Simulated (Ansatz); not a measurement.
All cells below were computed with r2SCAN (plane-wave PAW, Ansatz 0.2.0, no spin polarisation, atoms fixed as given).

Question: Rank them by the largest positive Bader charge, smallest first.
A.
YSe (500 eV, 10×10×10 mesh on the cell that ran, as a rule the primitive one, fermi-dirac 0.1 eV)
```
Se Y
1.0
     0.00000    2.87031    2.87031
     2.87031    0.00000    2.87031
     2.87031    2.87031    0.00000
Se Y
1 1
Direct
  0.00000 0.00000 0.00000
  0.50000 0.50000 0.50000
```
B.
Sc6Sb2H (500 eV, 5×5×9 mesh on the cell that ran, as a rule the primitive one, fermi-dirac 0.024 eV)
Space group P-62m (No. 189). a = 7.625 Å, b = 7.625 Å, c = 3.957 Å, α = 90.00°, β = 90.00°, γ = 120.00°
```json
{"atom": "Sc", "site": "3f", "symmetry": "m2m", "x": "0.0000", "y": "0.7660", "z": "0.0000"}
{"atom": "Sb", "site": "2c", "symmetry": "-6..", "x": "0.6667", "y": "0.3333", "z": "0.0000"}
{"atom": "Sc", "site": "3g", "symmetry": "m2m", "x": "0.0000", "y": "0.3950", "z": "0.5000"}
{"atom": "H", "site": "1b", "symmetry": "-62m", "x": "0.0000", "y": "0.0000", "z": "0.5000"}
```
C.
MoS2 (500 eV, 11×11×11 mesh on the cell that ran, as a rule the primitive one, fermi-dirac 0.1 eV)
Space group R-3m:H (No. 166). a = 3.168 Å, b = 3.168 Å, c = 18.330 Å, α = 90.00°, β = 90.00°, γ = 120.00°
```
atom  site  symmetry       x       y       z
  Mo    3a       -3m  0.0000  0.0000  0.0000
   S    6c        3m  0.0000  0.0000  0.7500
```

Answer: B (+1.20 e), C (+1.40 e), A (+1.68 e).

Origins: Sc6Sb2H, a known structure type with other elements, at an estimated volume; YSe, a database entry at a rescaled volume; MoS2, a database entry at a rescaled volume. Caveats for one or more cells: many states at the Fermi level without spin polarisation, so a magnetic state may lie lower.
